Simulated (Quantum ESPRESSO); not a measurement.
Band energies of PdCdF$_{6}$

```xyz
8
Lattice="2.5284 1.4598 4.8351 -2.5284 1.4598 4.8351 0.0000 -2.9195 4.8351" Properties=species:S:1:pos:R:3 pbc="T T T"
F      0.8488    -1.6139     5.9581
F     -0.8488     1.6139     8.5472
F      0.9733     1.5421     5.9581
F     -0.9733    -1.5421     8.5472
F     -1.8221     0.0719     5.9581
F      1.8221    -0.0719     8.5472
Pd     0.0000     0.0000     0.0000
Cd     0.0000     0.0000     7.2526
```

norm-conserving PBEsol (Quantum ESPRESSO, 102 Ry, no spin-orbit coupling); path ΓLB1,BZΓX,QFP1Z,LP; energies in eV from the valence-band maximum.

```csv
k (1/Å),point,band 36,band 37,band 38,band 39,band 40,band 41,band 42,band 43
0.00,Γ,-1.47,-1.47,-0.47,-0.12,-0.12,2.33,2.33,4.33
0.25,,-1.45,-1.37,-0.43,-0.21,-0.14,2.24,2.27,4.67
0.75,L,-1.51,-1.32,-0.67,-0.40,-0.14,1.93,2.12,5.91
0.94,,-1.40,-1.37,-0.56,-0.38,-0.14,1.93,2.12,6.00
1.31,B1,-1.40,-1.18,-0.40,-0.27,-0.13,1.92,2.12,6.37
1.31,B,-1.40,-1.18,-0.40,-0.27,-0.13,1.92,2.12,6.37
1.77,,-1.40,-1.33,-0.37,-0.32,-0.25,1.99,2.07,5.80
1.99,Z,-1.36,-1.36,-0.38,-0.38,-0.34,2.06,2.06,5.60
2.21,,-1.35,-1.35,-0.36,-0.29,-0.29,2.13,2.13,5.20
2.42,,-1.40,-1.40,-0.42,-0.17,-0.17,2.26,2.26,4.59
2.64,Γ,-1.47,-1.47,-0.47,-0.12,-0.12,2.33,2.33,4.33
2.82,,-1.43,-1.40,-0.45,-0.17,-0.13,2.28,2.30,4.51
3.00,,-1.41,-1.34,-0.40,-0.28,-0.16,2.16,2.24,5.00
3.36,,-1.42,-1.28,-0.50,-0.27,-0.18,2.00,2.08,6.10
3.55,X,-1.34,-1.20,-0.45,-0.30,-0.11,1.90,2.17,6.33
3.55,Q,-1.34,-1.20,-0.45,-0.30,-0.11,1.90,2.17,6.33
3.88,F,-1.34,-1.12,-0.57,-0.30,0.00,1.82,2.30,6.40
3.88,P1,-1.36,-1.17,-0.50,-0.26,-0.08,1.89,2.16,6.33
4.00,,-1.36,-1.22,-0.45,-0.26,-0.11,1.90,2.12,6.22
4.12,,-1.37,-1.28,-0.41,-0.28,-0.16,1.94,2.09,6.03
4.35,,-1.40,-1.36,-0.38,-0.36,-0.31,2.04,2.07,5.66
4.47,Z,-1.36,-1.36,-0.38,-0.38,-0.34,2.06,2.06,5.60
4.47,L,-1.51,-1.32,-0.67,-0.40,-0.14,1.93,2.12,5.91
4.62,,-1.54,-1.31,-0.62,-0.32,-0.16,1.96,2.08,5.99
4.92,P,-1.36,-1.17,-0.50,-0.26,-0.08,1.89,2.16,6.33
```

The PBEsol gap is direct, 1.82 eV at F.

Spin-orbit splittings are left out.

Geometry of the Materials Project entry, not relaxed at this level.
